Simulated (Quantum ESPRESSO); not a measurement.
# Al6GaMgON7: finding a planted mistake in a log

Computed values, not a measurement. The program is pw.x of Quantum ESPRESSO 7.5 (plane-wave density functional theory). The cell is made up: 16 atoms on a doubled wurtzite lattice, with randomly drawn elements, strain and displacements, not relaxed. PseudoDojo standard norm-conserving files (v0.5 for PBE, v0.4.1 for LDA and PBEsol) set the functional; there is no spin polarisation, spin-orbit coupling or dispersion term, and the masses in the input are unused placeholders.

Intended input:

```
&control calculation='scf', pseudo_dir='./dojo.nc.sr.pbe.v0_5.standard.upf', outdir='./o', disk_io='low', tprnfor=.true., tstress=.true. /
&system ibrav=0, nat=16, ntyp=5, nbnd=47, ecutwfc=84.00895049, nosym=.true., tot_charge=0,
 occupations='smearing', smearing='fd', degauss=0.0018374661
/
&electrons conv_thr=7.350e-09, electron_maxstep=60, /
ATOMIC_SPECIES
Al 1.0 Al.upf
Ga 1.0 Ga.upf
Mg 1.0 Mg.upf
N 1.0 N.upf
O 1.0 O.upf
CELL_PARAMETERS angstrom
3.1807 -0.0281 0.0046
-0.0487 5.4747 -0.0753
0.0151 -0.142 10.596
ATOMIC_POSITIONS angstrom
Al -0.0168 0.0046 0.0485
Al 1.5698 2.7352 -0.0455
Ga 1.5428 0.7814 2.7392
Mg 0.0911 3.6111 2.6341
Al -0.0178 -0.0486 5.3409
Al 1.6184 2.578 5.1778
Al 1.5253 0.786 7.9858
Al -0.0396 3.4992 7.8957
O 0.0393 -0.0223 1.989
N 1.5382 2.6782 1.8573
N 1.5309 0.9014 4.6611
N -0.0098 3.6021 4.5147
N -0.0223 -0.1647 7.2087
N 1.5753 2.6528 7.3208
N 1.5765 0.7675 9.9902
N 0.0543 3.5227 9.8971
K_POINTS automatic
7 4 2 1 1 1
```

The log is shortened where brackets say so; the opening notice, blank lines, dates and the lines on written files are dropped, and the path of the files is cut. It prints rydbergs, bohrs and kilobars, and counts compression as positive stress. Where no state is partly filled, the Fermi energy that it prints is only some level between the filled and the empty states on the mesh, and need not lie in the true gap.

Log of the intended run:

```
     Program PWSCF v.7.5
     Parallel version (MPI & OpenMP), running on       4 processor cores
     Number of MPI processes:                 4
     Threads/MPI process:                     1
     [start-up lines left out]
     bravais-lattice index     =            0
     lattice parameter (alat)  =       6.0109  a.u.
     unit-cell volume          =    1244.8203 (a.u.)^3
     number of atoms/cell      =           16
     number of atomic types    =            5
     number of electrons       =        82.00
     number of Kohn-Sham states=           47
     kinetic-energy cutoff     =      84.0090  Ry
     charge density cutoff     =     336.0358  Ry
     scf convergence threshold =      7.3E-09
     mixing beta               =       0.7000
     number of iterations used =            8  plain     mixing
     Exchange-correlation= PBE
                           (   1   4   3   4   0   0   0)
     [axes and pseudopotential details left out]
   Cartesian axes
     site n.     atom                  positions (alat units)
         1        Al     tau(   1) = (  -0.0052816   0.0014462   0.0152476  )
         2        Al     tau(   2) = (   0.4935194   0.8599020  -0.0143045  )
         3        Ga     tau(   3) = (   0.4850310   0.2456593   0.8611596  )
         4        Mg     tau(   4) = (   0.0286403   1.1352706   0.8281179  )
         5        Al     tau(   5) = (  -0.0055960  -0.0152790   1.6790914  )
         6        Al     tau(   6) = (   0.5087984   0.8104809   1.6278154  )
         7        Al     tau(   7) = (   0.4795293   0.2471055   2.5106046  )
         8        Al     tau(   8) = (  -0.0124496   1.1000911   2.4822786  )
         9        O      tau(   9) = (   0.0123553  -0.0070108   0.6253090  )
        10        N      tau(  10) = (   0.4835849   0.8419822   0.5839047  )
        11        N      tau(  11) = (   0.4812899   0.2833854   1.4653734  )
        12        N      tau(  12) = (  -0.0030810   1.1324412   1.4193477  )
        13        N      tau(  13) = (  -0.0070108  -0.0517790   2.2662971  )
        14        N      tau(  14) = (   0.4952485   0.8339968   2.3015395  )
        15        N      tau(  15) = (   0.4956258   0.2412894   3.1407551  )
        16        N      tau(  16) = (   0.0170710   1.1074791   3.1114860  )
     number of k points=    28  Fermi-Dirac smearing, width (Ry)=  0.0018
                       cart. coord. in units 2pi/alat
        k(    1) = (   0.0719781   0.0743104   0.0759411), wk =   0.0714286
        k(    2) = (   0.0721770   0.0722473  -0.0741825), wk =   0.0714286
     [further k points left out]
     Dense  grid:   129541 G-vectors     FFT dimensions: (  36,  64, 120)
     Estimated max dynamical RAM per process >     286.00 MB
     Estimated total dynamical RAM >       1.02 GB
     Initial potential from superposition of free atoms
     starting charge      81.9818, renormalised to      82.0000
     Starting wfcs are   70 randomized atomic wfcs
     total cpu time spent up to now is        8.0 secs
     per-process dynamical memory:   203.5 Mb
     Self-consistent Calculation
     iteration #  1     ecut=    84.01 Ry     beta= 0.70
     Davidson diagonalization with overlap
     ethr =  1.00E-02,  avg # of iterations =  3.0
     total cpu time spent up to now is       19.6 secs
     total energy              =    -476.87413662 Ry
     estimated scf accuracy    <       5.00223132 Ry
     iteration #  2     ecut=    84.01 Ry     beta= 0.70
     Davidson diagonalization with overlap
     ethr =  6.10E-03,  avg # of iterations =  3.0
     total cpu time spent up to now is       30.7 secs
     total energy              =    -478.01883766 Ry
     estimated scf accuracy    <       5.52744613 Ry
     [iterations 3 to 14 left out]
     iteration # 15     ecut=    84.01 Ry     beta= 0.70
     Davidson diagonalization with overlap
     ethr =  5.37E-11,  avg # of iterations =  2.0
     total cpu time spent up to now is      154.5 secs
     total energy              =    -479.11437944 Ry
     estimated scf accuracy    <       0.00000001 Ry
     iteration # 16     ecut=    84.01 Ry     beta= 0.70
     Davidson diagonalization with overlap
     ethr =  1.50E-11,  avg # of iterations =  2.0
     total cpu time spent up to now is      162.0 secs
     End of self-consistent calculation
     [lines on levels left out]
     the Fermi energy is     8.6401 ev
!    total energy              =    -479.11437944 Ry
     estimated scf accuracy    <          2.6E-09 Ry
     smearing contrib. (-TS)   =      -0.00000000 Ry
     internal energy E=F+TS    =    -479.11437944 Ry
     The total energy is F=E-TS. E is the sum of the following terms:
     one-electron contribution =    -323.94761245 Ry
     hartree contribution      =     210.00859694 Ry
     xc contribution           =    -122.82541918 Ry
     ewald contribution        =    -242.34994474 Ry
     convergence has been achieved in  16 iterations
     Forces acting on atoms (cartesian axes, Ry/au):
     atom    1 type  1   force =     0.00297285    0.00092703   -0.04809363
     atom    2 type  1   force =     0.01743018    0.00064898    0.03965824
     atom    3 type  2   force =     0.03527028    0.15131731   -0.03561807
     atom    4 type  3   force =    -0.06317251   -0.04331241   -0.05215286
     atom    5 type  1   force =    -0.00809296   -0.05992568   -0.01635376
     atom    6 type  1   force =    -0.01185011    0.17085546    0.03375919
     atom    7 type  1   force =     0.01672080   -0.01265110   -0.02583631
     atom    8 type  1   force =     0.02011732    0.03187506    0.00493373
     atom    9 type  5   force =    -0.03802725   -0.00976983   -0.04346954
     atom   10 type  4   force =     0.06099847   -0.07992796   -0.01662827
     atom   11 type  4   force =     0.01749900   -0.12207021   -0.00525932
     atom   12 type  4   force =     0.00129886   -0.00119901    0.14528420
     atom   13 type  4   force =    -0.00705759    0.04336615    0.06998207
     atom   14 type  4   force =    -0.01741586   -0.05851634   -0.02603353
     atom   15 type  4   force =     0.00842191   -0.03113552   -0.01483424
     atom   16 type  4   force =    -0.03511339    0.01951808   -0.00933790
     Total force =     0.373498     Total SCF correction =     0.000028
     Computing stress (Cartesian axis) and pressure
          total   stress  (Ry/bohr**3)                   (kbar)     P=      -56.63
  -0.00023067   0.00012667  -0.00004757          -33.93       18.63       -7.00
   0.00012667  -0.00026615   0.00034417           18.63      -39.15       50.63
  -0.00004757   0.00034417  -0.00065813           -7.00       50.63      -96.81
     init_run     :      6.24s CPU      6.59s WALL (       1 calls)
     electrons    :    152.38s CPU    154.00s WALL (       1 calls)
     forces       :      1.71s CPU      1.75s WALL (       1 calls)
     stress       :      5.16s CPU      5.39s WALL (       1 calls)
     [timing details left out]
     PWSCF        :   2m46.97s CPU   2m49.27s WALL
     JOB DONE.
```

A second run was made from an input with one planted mistake. Its log:

```
     Program PWSCF v.7.5
     Parallel version (MPI & OpenMP), running on       4 processor cores
     Number of MPI processes:                 4
     Threads/MPI process:                     1
     [start-up lines left out]
     bravais-lattice index     =            0
     lattice parameter (alat)  =       6.0109  a.u.
     unit-cell volume          =    1244.8203 (a.u.)^3
     number of atoms/cell      =           16
     number of atomic types    =            5
     number of electrons       =        82.00
     number of Kohn-Sham states=           47
     kinetic-energy cutoff     =      48.6561  Ry
     charge density cutoff     =     194.6244  Ry
     scf convergence threshold =      7.3E-09
     mixing beta               =       0.7000
     number of iterations used =            8  plain     mixing
     Exchange-correlation= PBE
                           (   1   4   3   4   0   0   0)
     [axes and pseudopotential details left out]
   Cartesian axes
     site n.     atom                  positions (alat units)
         1        Al     tau(   1) = (  -0.0052816   0.0014462   0.0152476  )
         2        Al     tau(   2) = (   0.4935194   0.8599020  -0.0143045  )
         3        Ga     tau(   3) = (   0.4850310   0.2456593   0.8611596  )
         4        Mg     tau(   4) = (   0.0286403   1.1352706   0.8281179  )
         5        Al     tau(   5) = (  -0.0055960  -0.0152790   1.6790914  )
         6        Al     tau(   6) = (   0.5087984   0.8104809   1.6278154  )
         7        Al     tau(   7) = (   0.4795293   0.2471055   2.5106046  )
         8        Al     tau(   8) = (  -0.0124496   1.1000911   2.4822786  )
         9        O      tau(   9) = (   0.0123553  -0.0070108   0.6253090  )
        10        N      tau(  10) = (   0.4835849   0.8419822   0.5839047  )
        11        N      tau(  11) = (   0.4812899   0.2833854   1.4653734  )
        12        N      tau(  12) = (  -0.0030810   1.1324412   1.4193477  )
        13        N      tau(  13) = (  -0.0070108  -0.0517790   2.2662971  )
        14        N      tau(  14) = (   0.4952485   0.8339968   2.3015395  )
        15        N      tau(  15) = (   0.4956258   0.2412894   3.1407551  )
        16        N      tau(  16) = (   0.0170710   1.1074791   3.1114860  )
     number of k points=    28  Fermi-Dirac smearing, width (Ry)=  0.0018
                       cart. coord. in units 2pi/alat
        k(    1) = (   0.0719781   0.0743104   0.0759411), wk =   0.0714286
        k(    2) = (   0.0721770   0.0722473  -0.0741825), wk =   0.0714286
     [further k points left out]
     Dense  grid:    57093 G-vectors     FFT dimensions: (  27,  45,  90)
     Estimated max dynamical RAM per process >     127.86 MB
     Estimated total dynamical RAM >     469.64 MB
     Check: negative core charge=   -0.000035
     Initial potential from superposition of free atoms
     starting charge      81.9818, renormalised to      82.0000
     Starting wfcs are   70 randomized atomic wfcs
     total cpu time spent up to now is        4.4 secs
     per-process dynamical memory:    94.5 Mb
     Self-consistent Calculation
     iteration #  1     ecut=    48.66 Ry     beta= 0.70
     Davidson diagonalization with overlap
     ethr =  1.00E-02,  avg # of iterations =  2.9
     total cpu time spent up to now is        8.4 secs
     total energy              =    -475.82614823 Ry
     estimated scf accuracy    <       4.79508710 Ry
     iteration #  2     ecut=    48.66 Ry     beta= 0.70
     Davidson diagonalization with overlap
     ethr =  5.85E-03,  avg # of iterations =  3.0
     total cpu time spent up to now is       12.1 secs
     total energy              =    -476.86342877 Ry
     estimated scf accuracy    <       5.24520330 Ry
     [iterations 3 to 13 left out]
     iteration # 14     ecut=    48.66 Ry     beta= 0.70
     Davidson diagonalization with overlap
     ethr =  1.21E-10,  avg # of iterations =  2.0
     total cpu time spent up to now is       53.3 secs
     total energy              =    -477.93505988 Ry
     estimated scf accuracy    <       0.00000003 Ry
     iteration # 15     ecut=    48.66 Ry     beta= 0.70
     Davidson diagonalization with overlap
     ethr =  3.05E-11,  avg # of iterations =  2.0
     total cpu time spent up to now is       56.4 secs
     End of self-consistent calculation
     [lines on levels left out]
     the Fermi energy is     8.5803 ev
!    total energy              =    -477.93505987 Ry
     estimated scf accuracy    <          5.1E-09 Ry
     smearing contrib. (-TS)   =      -0.00000000 Ry
     internal energy E=F+TS    =    -477.93505987 Ry
     The total energy is F=E-TS. E is the sum of the following terms:
     one-electron contribution =    -321.34510930 Ry
     hartree contribution      =     208.08611281 Ry
     xc contribution           =    -122.32611864 Ry
     ewald contribution        =    -242.34994475 Ry
     convergence has been achieved in  15 iterations
     Forces acting on atoms (cartesian axes, Ry/au):
     atom    1 type  1   force =     0.00310076    0.00136337   -0.04815040
     atom    2 type  1   force =     0.01743529    0.00020134    0.03927489
     atom    3 type  2   force =     0.03364632    0.15008641   -0.03562929
     atom    4 type  3   force =    -0.05893842   -0.04606374   -0.04788017
     atom    5 type  1   force =    -0.00800067   -0.06006794   -0.01615382
     atom    6 type  1   force =    -0.01169505    0.17159825    0.03430114
     atom    7 type  1   force =     0.01668653   -0.01258928   -0.02566829
     atom    8 type  1   force =     0.02017855    0.03183427    0.00480325
     atom    9 type  5   force =    -0.03782275   -0.00538680   -0.04321981
     atom   10 type  4   force =     0.05797992   -0.07943830   -0.01681284
     atom   11 type  4   force =     0.01763606   -0.12365177   -0.00816934
     atom   12 type  4   force =     0.00084739   -0.00102204    0.14319792
     atom   13 type  4   force =    -0.00684608    0.04460652    0.07025296
     atom   14 type  4   force =    -0.01743189   -0.05984230   -0.02601224
     atom   15 type  4   force =     0.00906481   -0.03124658   -0.01513401
     atom   16 type  4   force =    -0.03584078    0.01961856   -0.00899995
     Total force =     0.371824     Total SCF correction =     0.000052
     Computing stress (Cartesian axis) and pressure
          total   stress  (Ry/bohr**3)                   (kbar)     P=     -833.22
  -0.00550690   0.00013459  -0.00003867         -810.09       19.80       -5.69
   0.00013459  -0.00554294   0.00034713           19.80     -815.39       51.07
  -0.00003867   0.00034713  -0.00594241           -5.69       51.07     -874.16
     init_run     :      3.90s CPU      4.12s WALL (       1 calls)
     electrons    :     51.51s CPU     52.01s WALL (       1 calls)
     forces       :      0.77s CPU      0.80s WALL (       1 calls)
     stress       :      2.30s CPU      2.32s WALL (       1 calls)
     [timing details left out]
     PWSCF        :     58.78s CPU     59.59s WALL
     JOB DONE.
```

Question: what was wrong in the second input?

Answer: the plane-wave cutoff is too low. The input lines that differ, file-writing options aside:

```
- &system ibrav=0, nat=16, ntyp=5, nbnd=47, ecutwfc=84.00895049, nosym=.true., tot_charge=0,
+ &system ibrav=0, nat=16, ntyp=5, nbnd=47, ecutwfc=48.65610256, nosym=.true., tot_charge=0,
```

|  | intended run | run with the mistake |
| --- | --- | --- |
| free energy (eV) | -6518.683 | -6502.638 |
| smearing term -TS (eV) | 0.0000 | 0.0000 |
| pressure (GPa) | -5.66 | -83.32 |
| largest force component (eV/Å) | 4.393 | 4.412 |
| largest change of a force component (eV/Å) |  | 0.113 |
| iterations | 16 | 15 |

For scale, a rerun of the intended cell at 1437 eV and a 9 x 6 x 4 mesh moved values by no more than 0.004 eV in energy, 0.02 GPa in stress and 0.004 eV/Å in force.